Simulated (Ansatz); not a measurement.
Ba$_{2}$NCl:
Space group R-3m, hexagonal axes (No. 166); a = 4.1027 Å, b = 4.1027 Å, c = 22.8757 Å, α = 90.00°, β = 90.00°, γ = 120.00°

```json
[
 {"atom": "Ba", "site": "6c", "symmetry": "3m", "x": "0.0000", "y": "0.0000", "z": "0.2310"},
 {"atom": "N", "site": "3b", "symmetry": "-3m", "x": "0.0000", "y": "0.0000", "z": "0.5000"},
 {"atom": "Cl", "site": "3a", "symmetry": "-3m", "x": "0.0000", "y": "0.0000", "z": "0.0000"}
]
```
(The calculation used a cell of 4 atoms; values per cell refer to that cell.)

Relaxed with r²SCAN.

Question: Tabulate the valence density and the electron localisation function along the shortest Ba–Cl contact (3.33 Å), r²SCAN (plane waves, PAW; program Ansatz).

Answer: 

```
distance from Ba (Å)  density (e/Å³)   ELF
--------------------  --------------  ----
0.33                            0.68  0.05
0.50                            1.18  0.46
0.67                            1.41  0.80
0.83                            1.23  0.88
1.00                            0.81  0.88
1.17                            0.45  0.79
1.33                            0.24  0.49
1.50                            0.13  0.14
1.66                            0.10  0.06
1.83                            0.12  0.13
2.00                            0.18  0.46
2.16                            0.31  0.74
2.33                            0.56  0.84
2.50                            0.98  0.87
2.66                            1.55  0.86
2.83                            1.79  0.79
3.00                            1.22  0.58
```

The density is the valence pseudo-density with augmentation charge, so density and ELF within about 1 Å of a nucleus are not all-electron values.

The workflow started from a Materials Project entry (that database holds measured and hypothetical structures alike); the Crystallography Open Database copy checked does not list it. Its standing as an ambient phase is unchecked. Symmetry was held in the r²SCAN relaxation; its stability against distortions is not shown here. Spin–orbit coupling is left out wherever it is not named.

Potentials: the later of the program's two PAW sets.
